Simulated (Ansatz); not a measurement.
Na6MgCo2O6, one structure, two calculations

Cell: a computed structure from the Materials Project (it need not be an observed phase).

```
Na Mg Co O
1.0
     5.91705    0.00000    0.00000
    -0.08010    6.26412    0.00000
    -0.12387   -2.97209    5.52670
Na Mg Co O
6 1 2 6
Direct
  0.38409 0.66839 0.55772
  0.49827 0.17646 0.16201
  0.07380 0.75714 0.93062
  0.02840 0.36552 0.14107
  0.16613 0.96303 0.41108
  0.81357 0.97390 0.68693
  0.84333 0.34166 0.54185
  0.65409 0.67644 0.17922
  0.36392 0.33590 0.81362
  0.74204 0.56894 0.42719
  0.18152 0.37160 0.56493
  0.79817 0.99577 0.27166
  0.23320 0.04126 0.82174
  0.71338 0.37733 0.84900
  0.31858 0.62624 0.14132
```

Sites (sets of like atoms) are named by element and the number of their first atom in this list.

First run. The numbers come from a DFT calculation in Ansatz (PBE, plane waves and PAW, scalar-relativistic, collinear spin, 420 eV cutoff, Γ-centred 4×4×4 k-points, Fermi–Dirac smearing 0.02 eV). Start moments as typed (μB): 3 on each Co, none on the rest.

```csv
site,atom,V_zz (10²¹ V/m²),η,m (μB)
Na2,2,-1.91,0.65,0.00
Na3,3,1.18,0.50,0.00
Na4,4,-1.62,0.35,0.00
Na5,5,-2.24,0.88,0.00
Na6,6,-2.59,0.68,0.00
Mg,7,0.77,0.77,0.00
Co8,8,3.47,0.39,2.25
Co9,9,-3.26,0.42,-2.24
O10,10,4.04,0.56,0.09
O11,11,4.00,0.77,-0.09
O12,12,3.40,0.51,0.09
O13,13,3.84,0.37,-0.10
O14,14,-3.31,0.38,0.01
O15,15,-3.55,0.29,0.00
```

Second run. The same atoms and settings, except that the mesh is 6×6×6 and the Fermi–Dirac smearing is 0.05 eV.

Task: Given the first result, estimate the second.

Result: 

```
site  atom   V_zz     η  change of V_zz  m (μB)
 Na2     2  -1.91  0.65            0.00    0.00
 Na3     3   1.18  0.50            0.00    0.00
 Na4     4  -1.62  0.35            0.00    0.00
 Na5     5  -2.24  0.88            0.00    0.00
 Na6     6  -2.59  0.68            0.00    0.00
  Mg     7   0.77  0.77            0.00    0.00
 Co8     8   3.47  0.39            0.00    2.25
 Co9     9  -3.28  0.44           -0.02   -2.24
 O10    10   4.04  0.56            0.00    0.09
 O11    11   4.00  0.77            0.00   -0.09
 O12    12   3.40  0.51            0.00    0.09
 O13    13   3.84  0.37            0.00   -0.10
 O14    14  -3.31  0.38            0.00    0.01
 O15    15  -3.55  0.29            0.00    0.00
```

No V_zz moves by more than 0.02. In per cent, |V_zz| changes by 0 on Na, 0 to +1 on Co, 0 on O (all sites that start above 2). The table leaves out 1 of the 15 sites, with |V_zz| up to 1.91; their tensors move by 0.01 at most along any direction. The statements above cover all sites.

The largest force is 0.4 eV/Å, so the atoms aren't at the calculated equilibrium and relaxing them would move these values. The moments were started parallel, and the run ended with some of them reversed. The program didn't check the stability of this electronic state in full, so a lower one may lie near. Semilocal functionals can leave a metal where correlation in the d or f shell opens a gap in the real compound, and that would change the values at and beside Co. With these PAW files V_zz is typically within 2 to 3 % of all-electron values, but misses above 10 % occur on Co. The run lost part of its start moments, as the program notes; a state with other moments may lie lower. The magnetic order is the one that the run reached from its start moments, not necessarily the measured one.
